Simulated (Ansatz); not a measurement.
Relaxation of a relaxed Pt cell, doubled along one cell vector, shaken by Gaussian noise of σ = 0.08 Å a coordinate; 6 atoms in the cell, which starts as P1 (No. 1), aP6; a = 2.6679 Å, b = 4.4702 Å, c = 7.7426 Å, α = β = γ = 90.00°. All values below come from PBEsol (plane waves to 420 eV, PAW, scalar-relativistic; Ansatz, a first-principles code). Γ-centred k-mesh 4×8×12 on the run's cell (coarser than for final values), Fermi–Dirac smearing 0.05 eV. This is the first round of the run. 

The optimiser's lines from the output (shortened; P is positive under compression):

```
relax step   1: F+E_penalty+E_count = -74301.12117802 eV  Δ(F+E_penalty+E_count) = +0.000e0 eV  max|allowed force component| = 3.919e0 eV/Å  Δτ_max = 0.0000 Å  P = +7.669 GPa  Ω = 92.339 Å³  (7 SCF iters, dr2 threshold 1.00e-7 eV, accepted)
relax step   2: F+E_penalty+E_count = -74301.87822968 eV  Δ(F+E_penalty+E_count) = -7.571e-1 eV  max|allowed force component| = 1.481e0 eV/Å  Δτ_max = 0.1948 Å  P = +1.572 GPa  Ω = 92.180 Å³  (7 SCF iters, dr2 threshold 6.00e-7 eV, accepted)
relax step   3: F+E_penalty+E_count = -74302.02663600 eV  Δ(F+E_penalty+E_count) = -1.484e-1 eV  max|allowed force component| = 4.814e-1 eV/Å  Δτ_max = 0.2000 Å  P = -1.966 GPa  Ω = 92.967 Å³  (6 SCF iters, dr2 threshold 6.00e-7 eV, accepted)
relax step   4: F+E_penalty+E_count = -74302.19308997 eV  Δ(F+E_penalty+E_count) = -1.665e-1 eV  max|allowed force component| = 6.420e-1 eV/Å  Δτ_max = 0.2000 Å  P = +0.028 GPa  Ω = 91.731 Å³  (7 SCF iters, dr2 threshold 6.00e-7 eV, accepted)
relax step   5: F+E_penalty+E_count = -74302.28759092 eV  Δ(F+E_penalty+E_count) = -9.450e-2 eV  max|allowed force component| = 5.979e-1 eV/Å  Δτ_max = 0.0673 Å  P = -0.162 GPa  Ω = 91.572 Å³  (6 SCF iters, dr2 threshold 6.00e-7 eV, accepted)
relax step   6: F+E_penalty+E_count = -74302.48126113 eV  Δ(F+E_penalty+E_count) = -1.937e-1 eV  max|allowed force component| = 3.955e-1 eV/Å  Δτ_max = 0.1599 Å  P = +1.781 GPa  Ω = 90.712 Å³  (7 SCF iters, dr2 threshold 6.00e-7 eV, accepted)
relax step   7: F+E_penalty+E_count = -74302.77231250 eV  Δ(F+E_penalty+E_count) = -2.911e-1 eV  max|allowed force component| = 4.620e-1 eV/Å  Δτ_max = 0.1599 Å  P = -0.364 GPa  Ω = 90.859 Å³  (6 SCF iters, dr2 threshold 6.00e-7 eV, accepted)
relax step   8: F+E_penalty+E_count = -74302.86835055 eV  Δ(F+E_penalty+E_count) = -9.604e-2 eV  max|allowed force component| = 9.375e-2 eV/Å  Δτ_max = 0.0445 Å  P = -1.796 GPa  Ω = 91.667 Å³  (6 SCF iters, dr2 threshold 6.00e-7 eV, accepted)
relax step   9: F+E_penalty+E_count = -74302.89573596 eV  Δ(F+E_penalty+E_count) = -2.739e-2 eV  max|allowed force component| = 5.512e-3 eV/Å  Δτ_max = 0.0116 Å  P = -0.645 GPa  Ω = 91.367 Å³  (6 SCF iters, dr2 threshold 6.00e-7 eV, accepted)
relax step  10: F+E_penalty+E_count = -74302.89776736 eV  Δ(F+E_penalty+E_count) = -2.031e-3 eV  max|allowed force component| = 1.249e-3 eV/Å  Δτ_max = 0.0006 Å  P = -0.148 GPa  Ω = 91.197 Å³  (6 SCF iters, dr2 threshold 6.00e-7 eV, accepted)
relax step  11: F+E_penalty+E_count = -74302.89801193 eV  Δ(F+E_penalty+E_count) = -2.446e-4 eV  max|allowed force component| = 2.003e-4 eV/Å  Δτ_max = 0.0001 Å  P = +0.031 GPa  Ω = 91.143 Å³  (6 SCF iters, dr2 threshold 1.31e-7 eV, accepted)
relax step  12: F+E_penalty+E_count = -74302.89800985 eV  Δ(F+E_penalty+E_count) = +2.082e-6 eV  max|allowed force component| = 2.611e-5 eV/Å  Δτ_max = 0.0000 Å  P = -0.001 GPa  Ω = 91.154 Å³  (7 SCF iters, dr2 threshold 3.81e-9 eV, accepted)
relax step  13: F+E_penalty+E_count = -74302.89930276 eV  Δ(F+E_penalty+E_count) = -1.293e-3 eV  max|allowed force component| = 2.614e-5 eV/Å  Δτ_max = 0.0000 Å  P = +0.082 GPa  Ω = 91.154 Å³  stress off target by 1.63e-1 GPa  SCF on the basis re-selected at this cell (its energy is not comparable with the rows above)  (6 SCF iters)
relax step  14: F+E_penalty+E_count = -74302.89931712 eV  Δ(F+E_penalty+E_count) = -1.436e-5 eV  max|allowed force component| = 1.492e-5 eV/Å  Δτ_max = 0.0000 Å  P = +0.005 GPa  Ω = 91.183 Å³  (6 SCF iters, dr2 threshold 6.62e-8 eV, accepted)
relax step  15: F+E_penalty+E_count = -74302.89932915 eV  Δ(F+E_penalty+E_count) = -1.203e-5 eV  max|allowed force component| = 1.492e-5 eV/Å  Δτ_max = 0.0000 Å  P = +0.005 GPa  Ω = 91.183 Å³  stress off target by 1.36e-2 GPa  SCF on the basis re-selected at this cell (its energy is not comparable with the rows above)  (8 SCF iters)
```

From the first to the last row the energy changes by -0.30 eV/atom and the volume by -1.3 %. The last row is marked as not comparable with the walk above it, whose basis was carried along; it does compare with step 1, since both stand on a basis selected at the nominal cutoff for their own cell.

Later rounds, restarted from the end of this one on a renewed k-mesh, logged 4 more steps and released under 0.01 eV/atom more. The final structure after all rounds: I4/mmm (No. 139), tI2, AFLOW prototype A_tI2_139_a (A_a); a = 3.353 Å, b = 3.353 Å, c = 2.705 Å, α = 90.00°, β = 90.00°, γ = 90.00°. Between re-selections the logged energies stand on a plane-wave basis carried along with the cell. No spin polarisation in the result.

The relaxed structure here is a generated cell of Pt: the first start was made by placing the elements on the sites of a structure type, and the end was not matched to a known phase here, so it may be hypothetical. Known forms of Pt include space group No. 225.
